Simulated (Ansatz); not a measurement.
HfCo₂Si₂ in space group I4/mmm (No. 139; Hf on 2a, Co on 4d, Si on 4e), PBE in the plane-wave PAW code Ansatz, all energies at zero smearing, with the estimated change up to a 700 eV cutoff added, with one set of potentials and settings (totals compare only within such a set). Cell of 5 atoms (1 Hf, 2 Co, 2 Si): -27249.914 eV.

```tsv
element	reference phase	E (eV/atom)
Hf	P6_3/mmc, 2 atoms in the cell	-15722.2087
Co	P6_3/mmc, 2 atoms in the cell, spin-polarised	-5126.1613
Si	Fd-3m, 2 atoms in the cell	-635.8114
```

Formation energy per atom, worked out: (-27249.914 − 1×(-15722.2087) − 2×(-5126.1613) − 2×(-635.8114))/5 = -0.752 eV/atom (-73 kJ per mol of atoms), at 0 K, without zero-point energy or fitted corrections.

The first step of the workflow began from a Materials Project structure, measured or hypothetical; the Crystallography Open Database copy checked does not list it. Whether it is the stable phase at ambient conditions was not checked. Symmetry was held in the PBE relaxation; whether a distortion lowers the energy is not shown. No spin polarisation was allowed. The references are the lowest solids computed at this level, not always the standard phases. Scalar-relativistic: spin–orbit coupling is off unless named, which matters more the heavier the elements.

Potentials: the earlier of the program's two PAW sets.
